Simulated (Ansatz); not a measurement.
Relaxed BiPt (NiAs type):

```
CELL_PARAMETERS angstrom
      4.37788     0.00000     0.00000
     -2.18894     3.79135     0.00000
      0.00000     0.00000     5.54405
ATOMIC_POSITIONS crystal
  Bi 0.33333 0.66667 0.25000
  Bi 0.66667 0.33333 0.75000
  Pt 0.00000 0.00000 0.50000
  Pt 0.00000 0.00000 0.00000
```

In this cell atom 1 (Bi, nearest neighbour Pt at 2.883 Å; its periodic images, 4.4 Å or more away, move with it) is moved by s towards the nearest neighbour, unit vector (-0.759, 0.438, -0.481); all other atoms and the cell stay fixed.

The numbers are results of r2SCAN (plane waves to 500 eV, PAW, scalar-relativistic; Ansatz, a program for electronic structure), not measurements. k mesh 10×10×7 (Γ-centred), Fermi-Dirac smearing 0.05 eV. E stands for the smeared free energy. With partly filled bands, energies and forces of such displacements shift with the k mesh and the smearing. BiPt is run without spin polarisation. BiPt was relaxed with its symmetry unable to fall. Spin-orbit coupling is left out, though Bi and Pt are heavy. ΔE is measured from the undisplaced structure. The last digit holds for this mesh only.

```csv
s (Å),ΔE (meV/cell)
-0.580,894.0
-0.464,571.8
-0.348,323.3
-0.232,145.2
-0.116,37.1
0.000,0.0
0.116,41.2
0.232,179.5
0.348,450.1
0.464,914.6
0.580,1676.4
```

What force constant k = d²E/ds² at s = 0 does the table give?

5.7 eV/Å². It is the second difference of the nearest points, corrected with the next pair.

With k = 5.75 eV/Å² from the forces, is the well harmonic out to s = 0.580 Å?

½ks² = 967 meV/cell against the computed 1676 meV/cell, so the well is stiffer than harmonic there.

(A displaced cell: forces are minus the slopes of the energy, force constants its curvatures, and phonons follow from these.)
